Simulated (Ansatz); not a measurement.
With r²SCAN (plane waves, PAW; program Ansatz), Os in the bcc (W type) structure (Im-3m) relaxes to a = 3.072 Å.

Electronic character: metallic (no gap). Gap from r²SCAN with spin–orbit coupling: none (metallic).

The bulk modulus is 380 GPa. The relaxed-ion elastic constants in GPa are C11 = 19.9, C12 = 561, C44 = 257.

The start of the workflow was typed in or built on a structure type; neither database checked (COD, Materials Project) lists it. It is not the phase usual at ambient conditions (space group No. 194). The r²SCAN relaxation kept the symmetry of its start. At this level the phase is mechanically unstable. The run is not spin-polarised. As this level gives no gap, shear constants depend on the k-mesh and smearing (Fermi–Dirac, 0.1 eV here). Spin–orbit coupling is left out wherever it is not named.

Potentials: the earlier of the program's two PAW sets.
